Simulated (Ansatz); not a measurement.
## Ba2BiSb2: pressure against volume

A database entry relaxed whole under r2SCAN (Immm):

```yaml
crystal:
  lattice:
    - [-2.40870, 3.82955, 5.06063]
    - [2.40870, -3.82955, 5.06063]
    - [2.40870, 3.82955, -5.06063]
  atoms:
    - { symbol: Ba, position: [0.72004, 0.22004, 0.50000] }
    - { symbol: Ba, position: [0.27996, 0.77996, 0.50000] }
    - { symbol: Sb, position: [0.70225, 0.50000, 0.20225] }
    - { symbol: Sb, position: [0.29775, 0.50000, 0.79775] }
    - { symbol: Bi, position: [0.00000, 0.00000, 0.00000] }
```

The cell was scaled uniformly, its shape held, and the atoms relaxed at each volume with plane-wave PAW DFT (Ansatz 0.2.0; r2SCAN, 500 eV, 8×8×8 Γ-centred mesh, fermi-dirac occupations of width 0.100 eV; no spin, no spin-orbit coupling). One row is withheld.

| volume (Å³/atom) | energy over the lowest (meV/atom) | pressure (GPa) |
| --- | --- | --- |
| 35.104 | 17.1 | 2.63 |
| 35.851 | 7.2 | 1.65 |
| 36.597 | 1.7 | 0.77 |
| 37.344 | 0.0 | -0.01 |
| 38.091 | 1.8 | -0.72 |
| 38.838 | ? | ? |
| 39.585 | 14.6 | -1.93 |

Task: Fit the pressures of the other rows to the third-order Birch-Murnaghan form.

Result: With f = [(V₀/V)^(2/3) − 1]/2 and P = 3B₀f(1 + 2f)^(5/2)[1 + 3(B₀′ − 4)f/2], least squares gives V₀ = 37.33 Å³ an atom, B₀ = 37.4 GPa and B₀′ = 4.3; the rows miss the fit by less than 0.01 GPa. The slope of the energies differs from these pressures by less than 0.05 GPa.

Task: What does the withheld row hold?

Result: The fit gives -1.36 GPa at 38.838 Å³; the run gave -1.36 GPa and 6.8 meV an atom.

Caveats: the shape of the cell was held, so B₀ is an upper bound where the axes differ in stiffness; 0 K, fixed nuclei; the symmetry was kept, and this need not be the phase that is stable at 0 K; one mesh for all volumes; pressure is positive in compression.
